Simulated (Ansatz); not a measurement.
KTaO3 (cubic perovskite), relaxed and computed with several functionals in Ansatz (plane waves, PAW).

```csv
functional,a (Å),gap (eV),B₀ by P(V) fit (GPa)
PBE,4.024,2.16,188
HSE06,3.986,3.58,212
r²SCAN,3.990,2.63,209
LDA,___,___,___
```

Problem. Fill in the missing entries.

Solution. 
- LDA, a (Å): 3.952
- LDA, gap (eV): 2.13
- LDA, B₀ by P(V) fit (GPa): 218

All cells were relaxed under the symmetry of their starts (and spin orders); stability against distortions was not tested throughout. Rows with no word on spin ran without spin polarisation. Spin–orbit coupling is left out wherever it is not named.

Potentials: the later of the program's two PAW sets.

Ansatz (an electronic-structure program) is a plane-wave DFT program.
